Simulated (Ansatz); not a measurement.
Total density of states per atom from the program Ansatz at the PBE+D3(BJ) level (PAW), in 0.25 eV bins, energy from the valence-band maximum:

```
E (eV) | states/eV/atom
    -7.85 |  0.00
    -7.60 |  0.00
    -7.35 |  0.00
    -7.10 |  0.00
    -6.85 |  0.00
    -6.60 |  0.00
    -6.35 | # 0.03
    -6.10 | ####### 0.26
    -5.85 | ############ 0.47
    -5.60 | ################# 0.67
    -5.35 | ##################### 0.84
    -5.10 | ############################# 1.15
    -4.85 | #################### 0.79
    -4.60 | ################ 0.62
    -4.35 | ############# 0.50
    -4.10 | ############## 0.55
    -3.85 | ######################## 0.94
    -3.60 | ################### 0.74
    -3.35 | ############ 0.46
    -3.10 | ######### 0.37
    -2.85 | ######## 0.33
    -2.60 | ######### 0.38
    -2.35 | ################ 0.63
    -2.10 | ################## 0.70
    -1.85 | ############################## 1.19
    -1.60 | ########################## 1.03
    -1.35 | ##################### 0.83
    -1.10 | ####################### 0.92
    -0.85 | ################### 0.74
    -0.60 | ############ 0.48
    -0.35 | ####### 0.28
    -0.10 | ## 0.08
     0.15 |  0.00
     0.40 |  0.00
     0.65 |  0.00
     0.90 | ## 0.06
     1.15 | #################### 0.80
     1.40 | ############################# 1.16
     1.65 | ##################### 0.83
     1.90 | ################## 0.70
     2.15 | ######################### 1.00
     2.40 | ########################## 1.05
     2.65 | ################## 0.73
     2.90 | ################ 0.63
     3.15 | ########## 0.39
     3.40 | ####### 0.29
     3.65 | ###### 0.23
     3.90 | ### 0.12
     4.15 |  0.02
     4.40 |  0.00
     4.65 | # 0.06
     4.90 | ### 0.13
     5.15 | ##### 0.20
```

Task: Pick the material that matches.
(A) Zr, hcp (Mg type)
(B) Lu, hcp (Mg type)
(C) Se, trigonal Se type
(D) Ca, fcc (Cu type)

Result: C, Se, trigonal Se type. Top 1 eV of the valence band: Se 4p 94 %. Bottom 1 eV of the conduction band: Se 4p 90 %, Se 4s 6 %. Projections are on Löwdin-orthogonalised atomic valence shells; empty p or d shells of many metals are not among them.

Space group P3_121 (trigonal Se type). Symmetry was held in the PBE+D3(BJ) relaxation. Scalar-relativistic: spin–orbit coupling is off unless named, which matters more the heavier the elements.

Potentials: the later of the program's two PAW sets.
